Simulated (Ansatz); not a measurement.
Relaxed-ion elastic tensor of Bi (fcc (Cu type), Fm-3m) in GPa (Voigt order), DFT-r²SCAN in the program Ansatz with PAW potentials; density 11.05 g/cm³, 31.40 Å³ per atom.

|  | 1 | 2 | 3 | 4 | 5 | 6 |
|---|---|---|---|---|---|---|
| 1 | 41.2 | 60.8 | 60.8 | 0.0 | 0.0 | 0.0 |
| 2 | 60.8 | 41.2 | 60.8 | 0.0 | 0.0 | 0.0 |
| 3 | 60.8 | 60.8 | 41.2 | 0.0 | 0.0 | 0.0 |
| 4 | 0.0 | 0.0 | 0.0 | 1.1 | 0.0 | 0.0 |
| 5 | 0.0 | 0.0 | 0.0 | 0.0 | 1.1 | 0.0 |
| 6 | 0.0 | 0.0 | 0.0 | 0.0 | 0.0 | 1.1 |

Task: Is the crystal mechanically stable?

Result: No: the smallest eigenvalue of C is -19.6 GPa.

The start of the workflow was typed in or built on a structure type; neither database checked (COD, Materials Project) lists it. It is not the phase usual at ambient conditions (space group No. 166). Symmetry was held in the r²SCAN relaxation. At this level the phase is mechanically unstable. As this level gives no gap, shear constants depend on the k-mesh and smearing (Fermi–Dirac, 0.1 eV here). Scalar-relativistic: spin–orbit coupling is off unless named, which matters more the heavier the elements.

Potentials: the earlier of the program's two PAW sets.
